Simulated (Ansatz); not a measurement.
Relaxation of a relaxed MnSi cell, doubled along one cell vector, shaken by Gaussian noise of σ = 0.08 Å a coordinate; 4 atoms in the cell, which starts as P1 (No. 1), aP4; a = b = 2.748 Å, c = 7.597 Å, α = β = 90.00°, γ = 120.00°. Calculation: r2SCAN (plane waves to 500 eV, PAW, scalar-relativistic; Ansatz, a quantum-chemistry and plane-wave program). Γ-centred k-mesh 10×10×3 on the run's cell (coarser than for final values), Fermi–Dirac smearing 0.05 eV. This is the first round of the run. Spin-polarised start, with parallel moments on Mn.

The optimiser's lines from the output (shortened; P is positive under compression):

```
relax step   1: F+E_penalty+E_count = -9086.64954863 eV  Δ(F+E_penalty+E_count) = +0.000e0 eV  max|allowed force component| = 9.604e-1 eV/Å  Δτ_max = 0.0000 Å  P = +1.772 GPa  Ω = 49.669 Å³  (29 SCF iters, dr2 threshold 1.00e-7 eV, accepted)
relax step   2: F+E_penalty+E_count = -9086.71076591 eV  Δ(F+E_penalty+E_count) = -6.122e-2 eV  max|allowed force component| = 4.979e-1 eV/Å  Δτ_max = 0.0354 Å  P = +1.267 GPa  Ω = 49.597 Å³  (12 SCF iters, dr2 threshold 4.00e-7 eV, accepted)
relax step   3: F+E_penalty+E_count = -9086.74732953 eV  Δ(F+E_penalty+E_count) = -3.656e-2 eV  max|allowed force component| = 1.239e-1 eV/Å  Δτ_max = 0.0615 Å  P = +0.574 GPa  Ω = 49.733 Å³  (13 SCF iters, dr2 threshold 4.00e-7 eV, accepted)
relax step   4: F+E_penalty+E_count = -9086.75095391 eV  Δ(F+E_penalty+E_count) = -3.624e-3 eV  max|allowed force component| = 3.664e-3 eV/Å  Δτ_max = 0.0278 Å  P = -0.014 GPa  Ω = 49.991 Å³  (12 SCF iters, dr2 threshold 4.00e-7 eV, accepted)
relax step   5: F+E_penalty+E_count = -9086.75097223 eV  Δ(F+E_penalty+E_count) = -1.832e-5 eV  max|allowed force component| = 2.275e-4 eV/Å  Δτ_max = 0.0007 Å  P = +0.002 GPa  Ω = 49.989 Å³  (12 SCF iters, dr2 threshold 2.47e-8 eV, accepted)
relax step   6: F+E_penalty+E_count = -9086.75120262 eV  Δ(F+E_penalty+E_count) = -2.304e-4 eV  max|allowed force component| = 2.036e-4 eV/Å  Δτ_max = 0.0000 Å  P = +0.004 GPa  Ω = 49.989 Å³  stress off target by 1.65e-2 GPa  SCF on the basis re-selected at this cell (its energy is not comparable with the rows above)  (14 SCF iters)
```

From the first to the last row the energy changes by -0.03 eV/atom and the volume by +0.6 %. The last row is marked as not comparable with the walk above it, whose basis was carried along; it does compare with step 1, since both stand on a basis selected at the nominal cutoff for their own cell.

Later rounds, restarted from the end of this one on a renewed k-mesh, logged 5 more steps and released under 0.01 eV/atom more. The final structure after all rounds: P-6m2 (No. 187), hP2; a = b = 2.7388 Å, c = 3.8452 Å, α = β = 90.00°, γ = 120.00°. Spin state reached: antiferromagnetic (net 0.00 μB/atom), from parallel starting moments; other spin orders were not run from this start. r2SCAN tends to overstate moments in metals.

The relaxed structure here is a generated cell of MnSi: the first start was made by placing the elements on the sites of a structure type, and the end was not matched to a known phase here, so it may be hypothetical. Known forms of MnSi include space group No. 198.
